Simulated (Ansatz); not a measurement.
TiAs (CsCl type, Pm-3m), plane-wave PAW PBE (Ansatz code), all energies at zero smearing, with the estimated change up to a 700 eV cutoff added, with one set of potentials and settings (totals compare only within such a set). Cell of 2 atoms (1 Ti, 1 As): -7356.968 eV.

```tsv
element	reference phase	E (eV/atom)
Ti	P6/mmm, 3 atoms in the cell	-2499.6763
As	R-3m, 2 atoms in the cell	-4856.1443
```

Formation energy per atom, worked out: (-7356.968 − 1×(-2499.6763) − 1×(-4856.1443))/2 = -0.574 eV/atom (-55 kJ per mol of atoms), at 0 K, without zero-point energy or fitted corrections.

The cell is a constructed one: a structure type filled with these elements; neither database checked (COD, Materials Project) lists it. COD files the formula under space group No. 194, so this cell is another polymorph or a model. Its standing as an ambient phase is unchecked. The PBE relaxation kept the symmetry of its start; whether a distortion lowers the energy is not shown. The run is not spin-polarised. The references are the lowest solids computed at this level, not always the standard phases.

Potentials: the earlier of the program's two PAW sets.
